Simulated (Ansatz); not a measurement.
This guess for La3O2 is about to be relaxed.

```
La O
1.0
     3.77180    2.17765    3.00490
    -3.77180    2.17765    3.00490
     0.00000   -4.35530    3.00490
La O
3 2
Direct
  0.00000 0.50000 0.00000
  0.00000 0.00000 0.50000
  0.50000 0.00000 0.00000
  0.81876 0.81876 0.81876
  0.18124 0.18124 0.18124
```

The calculation used Ansatz 0.2.0, DFT PBE, scalar-relativistic, plane waves, PAW. Cutoff 420 eV, Gaussian smearing, Γ-centred meshes. Cell and atoms relax first on a coarse mesh and then on a finer one. In between, the cell is made exact in the group found at 0.06 Å. In metals the finer mesh still leaves noise of several meV/atom or more. The steps can't lower the symmetry of their start. No spin polarisation.

A guess keeps its type if space group and coordination stay and the shape of the cell changes little (axis ratios within about 15 %, angles within 6°); the volume may change.

Question: Does it keep its structure type, or change into something else?

Answer: It keeps its type. The symmetry stays R-3m (No. 166). The volume per atom grows by 25.0 %, from 29.6 to 37.0 Å³. The shortest distance goes from 2.18 Å (La–O) to 2.29 Å (La–O). The ratio c/a of the conventional cell changes by a factor of 1.08. Counting neighbours within 15 % of an atom's shortest distance, the start has La 2, O 3 and the end La 2, O 3.

The last run used a 6×6×6 mesh for its 5-atom cell and Gaussian smearing of 0.10 eV. An odd number of electrons in the primitive cell allows no gap without spin; a larger cell or a magnetic state could open one. The cell is a metal run without spin; a magnetic state may lie lower. A structure relaxed within its symmetry needn't be a true minimum. Another cell of La3O2 relaxed alike, in P-3m1, lies 0.37 eV/atom lower, so this cell isn't the stable form at this level.
